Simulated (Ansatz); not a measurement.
LiRh₃:
```
LiRh3
1.0
   -1.32734     4.28977     2.32258
    1.32734    -4.28977     2.32258
    1.32734     4.28977    -2.32258
Li Rh
1 3
Direct
  0.98829   0.98829   0.00000
  0.54946   0.30492   0.24454
  0.06038   0.30492   0.75546
  0.49886   0.99886   0.50000
```

Relaxed with r²SCAN. Special points in fractions of this cell's reciprocal vectors: Γ (0.000, 0.000, 0.000); X (0.500, -0.500, 0.500); F0 (0.274, -0.274, 0.726); Σ0 (-0.274, 0.274, 0.274); Λ0 (0.323, 0.323, -0.323); G0 (0.677, -0.323, 0.323); R (0.000, 0.500, 0.000); W (0.250, 0.250, 0.250); S (0.500, 0.000, 0.000); T (0.000, 0.000, 0.500).

Question: List the band energies nearest the Fermi level at these points for the program Ansatz at the r²SCAN level (PAW).

Answer: In eV from the Fermi level; about four levels below and three above (degenerate sets whole), none deeper than 8.9 eV; … stands for higher levels left out; points with the same levels are listed once.

| k | below | above |
|---|---|---|
| Γ | -1.11 -0.79 -0.44 -0.37 | 0.18 0.84 1.17 |
| X | -1.73 -1.55 -1.29 -0.22 | 0.61 0.95 1.14 |
| F0 | -1.97 -1.75 -1.35 -0.51 | 1.17 1.21 3.26 |
| Λ0 | -1.22 -0.83 -0.62 -0.03 | 0.36 0.83 1.11 |
| R | -1.13 -0.89 -0.84 -0.49 | 0.52 1.15 1.17 |
| W | -1.94 -1.38 -1.14 -0.82 | 0.59 0.91 1.16 |
| S | -0.93 -0.70 -0.38 -0.11 | 0.89 2.90 … |
| T | -1.05 -0.89 -0.45 -0.21 | 1.27 3.47 3.85 |

Space group Imm2. The first step of the workflow began from a Materials Project structure, measured or hypothetical; the Crystallography Open Database copy checked does not list it. With Li and Rh taken as one species the cell has the higher symmetry P6_3/mmc, so it may be an ordered model of a mixed-site phase. Whether it is the stable phase at ambient conditions was not checked. The r²SCAN relaxation kept the symmetry of its start; its stability against distortions is not shown here. The run is not spin-polarised. Spin–orbit coupling is left out wherever it is not named.

Potentials: the later of the program's two PAW sets.
